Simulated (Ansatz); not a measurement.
Input and output for YSe: DFT, PBEsol, PAW with other files of Ansatz's library (level accurate), scalar-relativistic (Ansatz 0.2.0). This run: one bond, the shortest of the undistorted cell, set to 1.825 Å, level accurate.

The cell is entry 1538958 of the Crystallography Open Database, unrelaxed.

Command: `ansatz run input.yaml --threads 1 --pin off --max-ram 2048MiB --backend cpu --events-out ev --progress --plain --runs-dir out` It took 4.5 s on 1 thread of Intel(R) Xeon(R) 6975P-C (Granite Rapids), with other jobs on the host, peak memory 0.41 GiB.

```yaml
crystal:
  lattice:
    - [0.0, 2.8515, 2.8515]
    - [2.8515, 0.0, 2.8515]
    - [2.8515, 2.8515, 0.0]
  atoms:
    - { symbol: "Y", position: [0.41, 0.41, 0.59] }
    - { symbol: Se, position: [0.09, 0.09, -0.09] }
kpoints:
  mp_grid: { grid: [7, 7, 7] }
scf:
  occupations: { method: fermi_dirac, width: 0.03 }
hamiltonian:
  xc: pbesol
  pseudopotentials: { kind: paw, level: accurate }
output:
  forces: true
  stress: true
  eigenvalues: true
  write_density: true
  write_potential: true
  elf: true
  volumetric_format: npy
```

Output:

```
Warning: Y, Se: the frozen core of the record relaxes in the run; the density that this induces, of no net charge, counts in the energy, the forces and the stress and is in none of the fields that output.write_density writes, but for the moments of the core's response to a field; where the core is relaxed in the converged state, core_induced_density.tsv beside their files holds, by atom and radius, the spherical part of it alone, to first order, the core's and, with some records, what their partial waves miss of the valence's (output.write_density, Limitations, says what it leaves out); compare the fields only with those of runs on the same records
Engine: ansatz 0.2.0
Pseudopotentials: kind: paw, level: accurate
Pseudopotential: Y, paw, valence charge 11, recommended cutoff 480 eV (high), Y.paw.azcp
Pseudopotential: Se, paw, valence charge 16, recommended cutoff 580 eV (normal), Se.paw.azcp#accurate
Functional definition: PBEsol
  exchange = pbesol_x
  correlation = pbesol_c
Crystal: 2 atoms, lattice volume = 46.371 Å³
Basis set: ecut = 580 eV, 1459 PW (Γ), exchange–correlation on 64×64×64 points (8 copies of the dense FFT grid, shifted against one another)
Bands: 18, of which v1, the nominal top of the filled ones, is band 14 counted from 1 (13 counted from 0)
Symmetry: 8 space group operations
Space group: I4mm (ITA 107), of the structure as read, at distance tolerance 3.6e-5 Å
k-points: 40 of 343 (time reversal used)
Non-local potential: Y, projectors of the file, l = 0: 2, l = 1: 2, l = 2: 2, l = 3: 1
Non-local potential: Se, projectors of the file, l = 0: 3, l = 1: 3, l = 2: 3, l = 3: 2, l = 4: 1
PAW form: soft (Blöchl's): semilocal exchange-correlation on the pseudo side does not see the compensation charge
PAW frozen core: Y, as the file was generated: its core relaxes under this functional
PAW frozen core: Se, regenerated for the run's functional, and the local potential with it (the file was generated under x = pbe(κ = 0.804, μ = 0.2195149727645171), c = pbe(β = 0.06672455060314922))
PAW one-centre angular grid: Y, 590 points (default); XC on 64 Gauss nodes
PAW one-centre angular grid: Se, 590 points (default); XC on 64 Gauss nodes
Initial density: superposition of atomic densities (chi_scale 0.1, normalization cell, long waves kept (reshape's long-wave potential 0.00 eV rms))
Initial wavefunctions: pseudopotential atomic-orbital guess
Functional: x = pbesol(κ = 0.804, μ = 0.12345679012345678), c = pbesol(β = 0.046)
SCF iter   1: F=—  HF=-9216.158185 eV  |F-HF|=—  |Δ(HF+E_count)|=         —  Δρ=8.93e-2  dr2=5.29e0  ethr=3.10e-3  ⟨swp⟩=6.1  Hψ=4087  notcnv=0
preconditioner: auto → Kerker (q_TF=auto, 2.493 Å⁻¹)  [metal: Δε(μ)=0.041 eV  Ē_g=8.105 eV  σ=0.030 eV  W_gap=0.31  n_scr=14 (ndim 8)  ℏωp=16.4 eV  f_vac=0.000  D(μ)=1.64/eV (n_scr^D=14)]
SCF iter   2: F=—  HF=-9214.735062 eV  |F-HF|=—  |Δ(HF+E_count)|=    1.42e0  Δρ=4.17e-2  dr2=1.18e0  ethr=3.10e-3  ⟨swp⟩=3.9  Hψ=1885  notcnv=0  defer=5
SCF iter   3: F=—  HF=-9214.320343 eV  |F-HF|=—  |Δ(HF+E_count)|=   4.15e-1  Δρ=7.72e-3  dr2=2.05e-2  ethr=3.10e-3  ⟨swp⟩=4.0  Hψ=1499  notcnv=0  defer=5
SCF iter   4: F=—  HF=-9214.316775 eV  |F-HF|=—  |Δ(HF+E_count)|=   3.57e-3  Δρ=2.66e-3  dr2=3.26e-3  ethr=7.58e-5  ⟨swp⟩=3.3  Hψ=1716  notcnv=0  defer=6
SCF iter   5: F=—  HF=-9214.316638 eV  |F-HF|=—  |Δ(HF+E_count)|=   1.36e-4  Δρ=5.64e-4  dr2=1.77e-4  ethr=1.21e-5  ⟨swp⟩=2.5  Hψ=1261  notcnv=0  defer=6
SCF iter   6: F=—  HF=-9214.316653 eV  |F-HF|=—  |Δ(HF+E_count)|=   1.48e-5  Δρ=1.94e-4  dr2=1.52e-5  ethr=6.55e-7  ⟨swp⟩=2.4  Hψ=1263  notcnv=0  defer=6
SCF iter   7: F=—  HF=-9214.316654 eV  |F-HF|=—  |Δ(HF+E_count)|=   6.27e-7  Δρ=3.35e-5  dr2=4.76e-7  ethr=5.64e-8  ⟨swp⟩=2.1  Hψ=878  notcnv=0  defer=6
SCF iter   8: F=-9214.316654 eV  HF=-9214.316654 eV  |F-HF|=7.97e-9  |Δ(HF+E_count)|=   3.05e-7  Δρ=1.13e-5  dr2=6.21e-8  ethr=3.70e-10  ⟨swp⟩=11.2  Hψ=5838  notcnv=0
SCF 1 converged in 8 iterations: F = -9214.316654 eV  dr2 = 6.21e-8
  greatest PAW one-centre occupation: 0.994 electrons in one spin orbital (limit 2), on the Se atom at site 1 (counted from 0), in its partial waves of l = 2
SCF converged after 8 iterations
Free energy (F): -9214.316654 eV
Harris-Foulkes:  -9214.316654 eV  (|F-HF|=7.97e-9)
Internal energy: -9214.308842 eV  (E = F + TS)
E sigma→0 (E₀):  -9214.312748 eV
Entropy (-TS):   -0.007812 eV (-3.906 meV/atom)
Fermi energy:    12.362908 eV
--- Per-component energies (eV) ---
  E_band       = -443.450427
  E_kinetic    = 561.004445
  E_local      = -4607.588410  (includes V_loc(G=0)·N_el)
  E_nonlocal   = 754.510045
  E_hartree    = 1595.587154
  E_xc         = -520.746850
  E_vxc        = -351.412053  (∫ρ·V_xc dr)
  E_paw        = -4504.518936  (= ΣΔE_a, less E_core_relax)
  E_vpaw       = 8.857555  (= ΣTr[D̂ρ^β], less what the cores' own moments, if any, meet on the grid)
  E_core_relax = -0.011888  (the energy of the cores' relaxation)
  E_aug_tail   = -0.000033  (compensation charges beyond the density's cutoff)
  E_ewald      = -2493.553276
  E_core_change = 1.008908  (= ΣΔE_core)
  E_smearing   = -0.007812  (= −TS)
  E_closure    = 0.000000  (closes the sum)
  Σ components = -9214.316654   (vs F -9214.316654, Δ=0.00e0)
--- Forces (eV/Å), atoms counted from 1 ---
  atom   1  Y      0.00000000     0.00000000    33.72435342
  atom   2  Se     0.00000000     0.00000000   -33.72413511
  max |Σ_I F_I| component: 2.18e-4 eV/Å
--- Stress (GPa, compression-positive) ---
       -4.492979       0.000000       0.000000
        0.000000      -4.492979      -0.000000
        0.000000       0.000000     208.370853
  P = ⅓ Tr σ = 66.4616 GPa (664.616 kbar)
--- Band table (eV; the first three rows and the last of 40) ---
  k-point 0: bands = ["-37.4269", "-37.1486", "-37.1486", "-36.9572", "-36.9507", "-30.6215", "-12.5121", "-10.3884", "-10.3884", "-1.7045", "7.2668", "7.2668", "9.2917", "12.9062", "13.1476", "13.7761", "15.8318", "15.8318"]
  k-point 1: bands = ["-37.4271", "-37.1485", "-37.1485", "-36.9572", "-36.9507", "-30.6164", "-12.5493", "-10.4277", "-10.3988", "-1.5170", "6.9965", "7.3355", "9.1979", "12.7729", "13.2933", "13.4286", "15.9872", "16.6875"]
  k-point 2: bands = ["-37.4277", "-37.1484", "-37.1484", "-36.9572", "-36.9506", "-30.6049", "-12.6341", "-10.5087", "-10.4220", "-1.0874", "6.3986", "7.4526", "9.1423", "12.3952", "13.4082", "13.8884", "16.8122", "17.5249"]
  k-point 39: bands = ["-37.4296", "-37.1479", "-37.1479", "-36.9570", "-36.9508", "-30.5788", "-12.8765", "-10.5466", "-10.5188", "-0.5947", "7.9032", "8.3654", "9.3580", "11.0465", "12.0423", "14.4217", "15.0459", "15.8958"]
```

The PAW files were made under PBE.
